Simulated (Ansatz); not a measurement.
In the program Ansatz at the r²SCAN level (PAW), SiBi$_{2}$O$_{5}$ in the orthorhombic phase (Cmcm; Pearson symbol oS32) relaxes to a = 15.151 Å, b = 5.482 Å, c = 5.306 Å. Si has 4 nearest neighbours from 1.61 Å (tetrahedral). Its formation energy from the elements is -1.95 eV/atom, with no fitted shifts.

It is gapped at this level: 3.29 eV (indirect). HSE06 on the same cell gives 4.03 eV. Gap from r²SCAN with spin–orbit coupling: 2.90 eV. The electron mass is 0.39, 0.41, 1.8 mₑ (principal values). The hole mass is 0.64, 2.2, 4.4 mₑ (principal values).

An equation-of-state fit gives a bulk modulus of 1030 kbar. Bader charges are Si +3.32, Bi +2.00, O -1.71 to -1.23 e.

The start of the workflow was typed in or built on a structure type; neither database checked (COD, Materials Project) lists it. Its standing as an ambient phase is unchecked. Symmetry was held in the r²SCAN relaxation; whether a distortion lowers the energy is not shown. The references are the lowest solids computed at this level, not always the standard phases (solids in place of the gases). Scalar-relativistic: spin–orbit coupling is off unless named, which matters more the heavier the elements.

Potentials: the earlier of the program's two PAW sets.
